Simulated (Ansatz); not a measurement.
The elements of this relaxed trial crystal are hidden behind letters.

```
lattice vectors (Å)
  -1.9471    1.9471   13.7661
   1.9471   -1.9471   13.7661
   1.9471    1.9471  -13.7661
fractional positions
X 0.9000 0.9000 0.0000
X 0.5000 0.5000 0.0000
X 0.1000 0.1000 0.0000
Z 0.7000 0.7000 0.0000
Z 0.3000 0.3000 0.0000
Q 0.4500 0.9500 0.5000
Q 0.0500 0.5500 0.5000
Q 0.6498 0.1498 0.5000
Q 0.2500 0.7500 0.5000
Q 0.8502 0.3502 0.5000
```

Method: DFT PBE, scalar-relativistic, plane waves, PAW (Ansatz 0.2.0). The final run on the 10-atom cell used 420 eV, a Γ-centred 10×10×10 mesh, 0.02 eV smearing and no spin polarisation.

```
Space group                                  : I-4m2 (No. 119)
Conventional cell                            : a = 3.894 Å, c = 27.532 Å
Volume per atom                              : 20.88 Å³
Density                                      : 2.98 g/cm³
Formation energy                             : −0.552 eV/atom
Gap on the 10×10×10 mesh of the 10-atom cell : 1.60 eV
```

Energies are uncorrected and count from the elements' standard states at the same level.

Question: X is a p-block element of period 3, Z is a p-block element of period 4 and Q is a p-block element of period 3. Which elements are they?

Answer: X = Al, Z = Ga, Q = P, so the formula is Al3Ga2P5. Density times volume gives a mean mass of 2.98 × 20.88/1.6605 = 37.5 u per atom, and this set has 37.5 u. Al on a site of symmetry 2mm is surrounded by 4 P at 2.38 Å; around Ga lie 4 P at 2.38–2.39 Å; P on a site of symmetry 2mm has 4 Al at 2.38 Å; 3 more sites not described. Other sets within the hints have nearly the same mass, so mass alone doesn't settle it; this one was computed.

Kohn–Sham gaps at this level usually fall short of measured ones. Symmetry constrained the relaxation, so the result can be a saddle point.
